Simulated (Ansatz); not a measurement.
# MgAu: 30 steps of 1.5 fs from 300 K

Level of theory: DFT, PBEsol, all-electron LAPW, scalar-relativistic in Ansatz 0.2.0.

Command: `ansatz run input.yaml --threads 2 --pin off --max-ram 4096MiB --backend cpu --events-out ev --progress --plain --runs-dir out` The run took 16 min on 2 threads of Arm Neoverse V1 (shared host), peak memory 0.66 GiB.

```yaml
crystal:
  lattice:
    - [6.518, 0.0, 0.0]
    - [0.0, 3.259, 0.0]
    - [0.0, 0.0, 3.259]
  atoms:
    - { symbol: Mg, position: [0.25, 0.5, 0.5] }
    - { symbol: Mg, position: [0.75, 0.5, 0.5] }
    - { symbol: Au, position: [0.0, 0.0, 0.0] }
    - { symbol: Au, position: [0.5, 0.0, 0.0] }
kpoints:
  mp_grid: { grid: [3, 6, 6] }
scf:
  occupations: { method: fermi_dirac, width: 0.08 }
hamiltonian:
  xc: pbesol
  pseudopotentials: { kind: all_electron, lapw: { basis_error: 0.001 } }
output:
  forces: true
  stress: true
md:
  timestep: 1.5
  n_steps: 30
  ensemble: nve
  temperature: 300
  initial_velocities: maxwell_boltzmann
  seed: 224479
```

Spin–orbit coupling is left out, though it moves levels of the heavy atoms by tenths of an eV or more.

The cell comes from COD entry 9008804, which wasn't checked; take it as a given geometry.

Each frame lists Cartesian positions (Å) and forces (eV/Å). Free energies count from the first step, -1045046.9730 eV.

Step 0 (t = 0.0 fs): E = 0.0 meV, T = 300 K, conserved energy 0.0 meV

```
Mg    1.6295    1.6295    1.6295     0.000   0.000   0.000
Mg    4.8885    1.6295    1.6295     0.000   0.000   0.000
Au    0.0000    0.0000    0.0000     0.000   0.000   0.000
Au    3.2590    0.0000    0.0000     0.000   0.000   0.000
```

Step 1 (t = 1.5 fs): E = +0.3 meV, T = 299 K, conserved energy 0.0 meV

```
Mg    1.6248    1.6342    1.6266     0.014  -0.018   0.011
Mg    4.8809    1.6313    1.6312     0.033  -0.007  -0.006
Au    0.0010   -0.0024   -0.0008    -0.024   0.019   0.000
Au    3.2595    0.0016    0.0010    -0.022   0.006  -0.005
```

Step 2 (t = 3.0 fs): E = +1.1 meV, T = 297 K, conserved energy 0.0 meV

```
Mg    1.6201    1.6390    1.6237     0.028  -0.036   0.022
Mg    4.8733    1.6331    1.6328     0.066  -0.013  -0.013
Au    0.0021   -0.0048   -0.0016    -0.049   0.038   0.001
Au    3.2600    0.0032    0.0020    -0.044   0.011  -0.010
```

Step 3 (t = 4.5 fs): E = +2.4 meV, T = 294 K, conserved energy 0.0 meV

```
Mg    1.6154    1.6437    1.6208     0.042  -0.055   0.033
Mg    4.8657    1.6348    1.6345     0.098  -0.018  -0.019
Au    0.0031   -0.0072   -0.0025    -0.073   0.057   0.000
Au    3.2605    0.0048    0.0029    -0.066   0.016  -0.015
```

Step 4 (t = 6.0 fs): E = +4.2 meV, T = 289 K, conserved energy 0.0 meV

```
Mg    1.6108    1.6483    1.6179     0.056  -0.074   0.044
Mg    4.8583    1.6366    1.6361     0.130  -0.024  -0.024
Au    0.0041   -0.0095   -0.0033    -0.098   0.076   0.000
Au    3.2609    0.0063    0.0039    -0.088   0.021  -0.019
```

Step 5 (t = 7.5 fs): E = +6.5 meV, T = 283 K, conserved energy 0.0 meV

```
Mg    1.6062    1.6529    1.6151     0.070  -0.092   0.054
Mg    4.8509    1.6383    1.6378     0.161  -0.029  -0.030
Au    0.0051   -0.0119   -0.0041    -0.122   0.095  -0.001
Au    3.2614    0.0079    0.0049    -0.109   0.026  -0.023
```

Step 6 (t = 9.0 fs): E = +9.3 meV, T = 276 K, conserved energy 0.0 meV

```
Mg    1.6017    1.6574    1.6123     0.085  -0.111   0.065
Mg    4.8437    1.6400    1.6394     0.191  -0.034  -0.035
Au    0.0061   -0.0143   -0.0049    -0.145   0.114  -0.002
Au    3.2618    0.0095    0.0058    -0.130   0.031  -0.027
```

Step 7 (t = 10.5 fs): E = +12.4 meV, T = 268 K, conserved energy 0.0 meV

```
Mg    1.5972    1.6618    1.6096     0.099  -0.129   0.075
Mg    4.8367    1.6417    1.6409     0.221  -0.038  -0.041
Au    0.0071   -0.0166   -0.0058    -0.169   0.133  -0.003
Au    3.2623    0.0111    0.0068    -0.151   0.035  -0.031
```

Step 8 (t = 12.0 fs): E = +16.0 meV, T = 259 K, conserved energy 0.0 meV

```
Mg    1.5929    1.6661    1.6069     0.114  -0.148   0.084
Mg    4.8299    1.6434    1.6424     0.249  -0.042  -0.046
Au    0.0081   -0.0189   -0.0066    -0.192   0.151  -0.005
Au    3.2627    0.0127    0.0078    -0.171   0.038  -0.034
```

Step 9 (t = 13.5 fs): E = +19.9 meV, T = 249 K, conserved energy 0.0 meV

```
Mg    1.5886    1.6702    1.6044     0.128  -0.166   0.094
Mg    4.8233    1.6450    1.6439     0.277  -0.046  -0.050
Au    0.0090   -0.0213   -0.0074    -0.215   0.170  -0.006
Au    3.2631    0.0143    0.0087    -0.190   0.042  -0.038
```

Step 10 (t = 15.0 fs): E = +24.0 meV, T = 238 K, conserved energy 0.0 meV

```
Mg    1.5845    1.6742    1.6019     0.143  -0.184   0.103
Mg    4.8169    1.6465    1.6454     0.303  -0.049  -0.055
Au    0.0099   -0.0235   -0.0082    -0.237   0.188  -0.008
Au    3.2635    0.0159    0.0097    -0.209   0.045  -0.041
```

Step 11 (t = 16.5 fs): E = +28.5 meV, T = 227 K, conserved energy 0.0 meV

```
Mg    1.5805    1.6781    1.5995     0.157  -0.201   0.112
Mg    4.8108    1.6481    1.6467     0.328  -0.052  -0.059
Au    0.0108   -0.0258   -0.0090    -0.258   0.206  -0.010
Au    3.2638    0.0175    0.0106    -0.227   0.047  -0.043
```

Step 12 (t = 18.0 fs): E = +33.1 meV, T = 215 K, conserved energy 0.0 meV

```
Mg    1.5766    1.6817    1.5972     0.171  -0.218   0.120
Mg    4.8050    1.6495    1.6481     0.351  -0.055  -0.063
Au    0.0117   -0.0281   -0.0099    -0.279   0.224  -0.011
Au    3.2642    0.0192    0.0116    -0.244   0.049  -0.046
```

Step 13 (t = 19.5 fs): E = +37.7 meV, T = 203 K, conserved energy 0.0 meV

```
Mg    1.5729    1.6852    1.5950     0.185  -0.235   0.128
Mg    4.7995    1.6510    1.6494     0.374  -0.057  -0.067
Au    0.0125   -0.0303   -0.0107    -0.299   0.241  -0.013
Au    3.2645    0.0208    0.0125    -0.260   0.051  -0.049
```

Step 14 (t = 21.0 fs): E = +42.4 meV, T = 191 K, conserved energy 0.0 meV

```
Mg    1.5693    1.6884    1.5929     0.199  -0.250   0.136
Mg    4.7944    1.6523    1.6506     0.394  -0.059  -0.070
Au    0.0133   -0.0325   -0.0115    -0.318   0.258  -0.015
Au    3.2647    0.0224    0.0134    -0.276   0.052  -0.051
```

Step 15 (t = 22.5 fs): E = +47.1 meV, T = 179 K, conserved energy 0.0 meV

```
Mg    1.5659    1.6915    1.5910     0.213  -0.265   0.143
Mg    4.7896    1.6537    1.6517     0.413  -0.061  -0.073
Au    0.0141   -0.0347   -0.0124    -0.336   0.274  -0.016
Au    3.2650    0.0240    0.0144    -0.290   0.053  -0.053
```

Step 16 (t = 24.0 fs): E = +51.8 meV, T = 167 K, conserved energy 0.0 meV

```
Mg    1.5627    1.6942    1.5891     0.226  -0.280   0.150
Mg    4.7852    1.6549    1.6528     0.430  -0.063  -0.076
Au    0.0148   -0.0368   -0.0132    -0.353   0.290  -0.018
Au    3.2652    0.0257    0.0153    -0.303   0.053  -0.056
```

Step 17 (t = 25.5 fs): E = +56.3 meV, T = 155 K, conserved energy 0.0 meV

```
Mg    1.5597    1.6968    1.5874     0.238  -0.293   0.156
Mg    4.7811    1.6561    1.6539     0.446  -0.064  -0.079
Au    0.0155   -0.0389   -0.0140    -0.369   0.305  -0.019
Au    3.2654    0.0273    0.0162    -0.315   0.053  -0.058
```

Step 18 (t = 27.0 fs): E = +60.5 meV, T = 144 K, conserved energy 0.0 meV

```
Mg    1.5570    1.6991    1.5859     0.250  -0.306   0.161
Mg    4.7775    1.6573    1.6548     0.460  -0.065  -0.081
Au    0.0161   -0.0410   -0.0149    -0.384   0.319  -0.020
Au    3.2655    0.0290    0.0171    -0.326   0.052  -0.060
```

Step 19 (t = 28.5 fs): E = +64.6 meV, T = 134 K, conserved energy +0.1 meV

```
Mg    1.5544    1.7011    1.5845     0.262  -0.317   0.166
Mg    4.7742    1.6584    1.6557     0.472  -0.066  -0.083
Au    0.0167   -0.0430   -0.0157    -0.398   0.333  -0.021
Au    3.2656    0.0306    0.0180    -0.336   0.051  -0.062
```

Step 20 (t = 30.0 fs): E = +68.4 meV, T = 124 K, conserved energy +0.1 meV

```
Mg    1.5521    1.7028    1.5832     0.273  -0.327   0.171
Mg    4.7714    1.6594    1.6565     0.482  -0.067  -0.085
Au    0.0173   -0.0450   -0.0165    -0.410   0.346  -0.021
Au    3.2657    0.0323    0.0189    -0.345   0.049  -0.064
```

Step 21 (t = 31.5 fs): E = +71.8 meV, T = 115 K, conserved energy +0.1 meV

```
Mg    1.5500    1.7042    1.5821     0.283  -0.336   0.174
Mg    4.7690    1.6604    1.6572     0.490  -0.068  -0.087
Au    0.0178   -0.0470   -0.0174    -0.421   0.358  -0.021
Au    3.2658    0.0340    0.0198    -0.352   0.046  -0.067
```

Step 22 (t = 33.0 fs): E = +74.8 meV, T = 108 K, conserved energy +0.1 meV

```
Mg    1.5482    1.7054    1.5812     0.292  -0.344   0.178
Mg    4.7671    1.6613    1.6579     0.496  -0.068  -0.088
Au    0.0183   -0.0489   -0.0182    -0.430   0.369  -0.021
Au    3.2657    0.0356    0.0207    -0.358   0.044  -0.069
```

Step 23 (t = 34.5 fs): E = +77.4 meV, T = 101 K, conserved energy +0.1 meV

```
Mg    1.5466    1.7062    1.5804     0.300  -0.350   0.180
Mg    4.7656    1.6622    1.6585     0.501  -0.069  -0.089
Au    0.0187   -0.0508   -0.0191    -0.438   0.379  -0.020
Au    3.2657    0.0373    0.0216    -0.362   0.040  -0.071
```

Step 24 (t = 36.0 fs): E = +79.5 meV, T = 95 K, conserved energy +0.1 meV

```
Mg    1.5454    1.7067    1.5797     0.307  -0.355   0.182
Mg    4.7645    1.6630    1.6590     0.503  -0.069  -0.089
Au    0.0191   -0.0527   -0.0199    -0.445   0.388  -0.019
Au    3.2656    0.0390    0.0224    -0.366   0.036  -0.074
```

Step 25 (t = 37.5 fs): E = +81.2 meV, T = 91 K, conserved energy +0.1 meV

```
Mg    1.5443    1.7069    1.5793     0.313  -0.359   0.183
Mg    4.7639    1.6637    1.6594     0.504  -0.069  -0.090
Au    0.0194   -0.0545   -0.0208    -0.449   0.396  -0.017
Au    3.2655    0.0407    0.0233    -0.368   0.032  -0.076
```

Step 26 (t = 39.0 fs): E = +82.3 meV, T = 88 K, conserved energy +0.1 meV

```
Mg    1.5436    1.7068    1.5789     0.318  -0.361   0.183
Mg    4.7638    1.6644    1.6597     0.502  -0.070  -0.090
Au    0.0197   -0.0562   -0.0216    -0.452   0.403  -0.014
Au    3.2653    0.0424    0.0241    -0.368   0.027  -0.079
```

Step 27 (t = 40.5 fs): E = +83.0 meV, T = 86 K, conserved energy +0.1 meV

```
Mg    1.5431    1.7063    1.5788     0.322  -0.361   0.183
Mg    4.7641    1.6650    1.6600     0.499  -0.070  -0.090
Au    0.0199   -0.0579   -0.0225    -0.454   0.409  -0.012
Au    3.2651    0.0441    0.0250    -0.368   0.022  -0.081
```

Step 28 (t = 42.0 fs): E = +83.2 meV, T = 86 K, conserved energy +0.1 meV

```
Mg    1.5430    1.7056    1.5788     0.325  -0.360   0.182
Mg    4.7648    1.6655    1.6601     0.494  -0.070  -0.090
Au    0.0201   -0.0596   -0.0233    -0.454   0.414  -0.008
Au    3.2649    0.0458    0.0258    -0.365   0.016  -0.084
```

Step 29 (t = 43.5 fs): E = +82.8 meV, T = 87 K, conserved energy +0.1 meV

```
Mg    1.5431    1.7045    1.5790     0.327  -0.358   0.180
Mg    4.7660    1.6660    1.6602     0.487  -0.070  -0.089
Au    0.0202   -0.0612   -0.0242    -0.452   0.418  -0.005
Au    3.2646    0.0475    0.0266    -0.362   0.010  -0.086
```

Step 30 (t = 45.0 fs): E = +82.0 meV, T = 89 K, conserved energy +0.1 meV

```
Mg    1.5435    1.7031    1.5793     0.327  -0.353   0.178
Mg    4.7676    1.6664    1.6603     0.478  -0.070  -0.089
Au    0.0203   -0.0628   -0.0250    -0.448   0.421   0.000
Au    3.2643    0.0492    0.0274    -0.357   0.003  -0.089
```

Task: What is the mean temperature over the last 16 frames?

Result: 116 K; so short a run of so small a cell isn't equilibrated.
